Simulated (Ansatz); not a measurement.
One starting cell of KCl (a generated cell, KCl placed in the rocksalt structure type) was relaxed twice with Ansatz (plane waves, PAW, scalar-relativistic): with r2SCAN at 500 eV and with PBE at 420 eV. The r2SCAN result:

```xyz
2
Lattice="0.0000 3.1462 3.1462 3.1462 0.0000 3.1462 3.1462 3.1462 0.0000" Properties=species:S:1:pos:R:3 pbc="T T T"
Cl     0.0000     0.0000     0.0000
K      3.1462     3.1462     3.1462
```

```tsv
quantity	r2SCAN	PBE
space group	Fm-3m	Fm-3m
volume (Å³/atom)	31.14	(withheld)
a (Å)	6.292	(withheld)
gap (eV, no spin-orbit coupling)	5.83	(withheld)
highest phonon at the sampled q (cm⁻¹)	156	(withheld)
softest mode (cm⁻¹)	no imaginary mode	(withheld)
```

What does PBE give for the same quantities?


- volume (Å³/atom), PBE: 32.48
- a (Å), PBE: 6.381
- gap (eV, no spin-orbit coupling), PBE: 5.05
- highest phonon at the sampled q (cm⁻¹), PBE: 146
- softest mode (cm⁻¹), PBE: no imaginary mode

Both levels end in the same structure; PBE's volume is 4.3 % larger; its gap is 0.78 eV smaller. Neither column is exact.

No spin polarisation in the result.

Measured for KCl: a 6.248 Å (0 K or low temperature; as listed in Klaus Doll, Hermann Stoll, Phys. Rev. B (1997)); gap 8.7 eV (as listed in Aguado et al., arXiv (1998)). Computed minus measured — a: r2SCAN +0.7 %, PBE +2.1 %; gap: r2SCAN -2.87 eV, PBE -3.65 eV. The computed values are for a static lattice, and a measured gap can be an optical one, lowered by exciton binding.

The run could not lose the symmetry of its start; a randomly shaken copy of 2 atoms returns to this structure.

All atoms sit on sites fixed by symmetry, so only the cell could relax.

Ansatz is a quantum-chemistry and plane-wave program.
